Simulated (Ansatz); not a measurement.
A 2-atom cell of MgS (Fm-3m) from a materials database, relaxed with r2SCAN: it is cubic, Fm-3m (No. 225); conventional cell a = 5.203 Å, 17.61 Å³ an atom. Mg has 6 S at 2.60 Å; S has 6 Mg at 2.60 Å. One-shot G0W0@PBE in Ansatz on a 6×6×6 mesh (contour deformation, no spin-orbit coupling), from a PBE gap of 2.788 eV over the mesh points (the G0W0 gap is indirect on the mesh); the number N of bands summed and the screening cutoff rise together. The values are computed, spin-unpolarised, and not measurements.

```csv
N,cutoff (eV),1000/N,G0W0 gap (eV)
113,120,8.850,4.145
268,220,3.731,4.283
```

Task: Lay a straight line in 1000/N through these rows.

Result: The slope is -0.0270 eV per unit of 1000/N and the intercept 4.384 eV.

Task: Predict the gap at N = 487 (300 eV).

Result: 4.384 + (-0.0270) × 2.053 = 4.329 eV; the run gives 4.326 eV, -0.003 eV from the line.

Task: With that run's result added, what limit do the last two rows suggest?

Result: Their slope is (4.326 − 4.283)/(2.053 − 3.731) = -0.0256, which meets 1/N = 0 at 4.38 eV, against 4.384 eV from the first line. The two lines nearly agree; the k mesh isn't extrapolated.
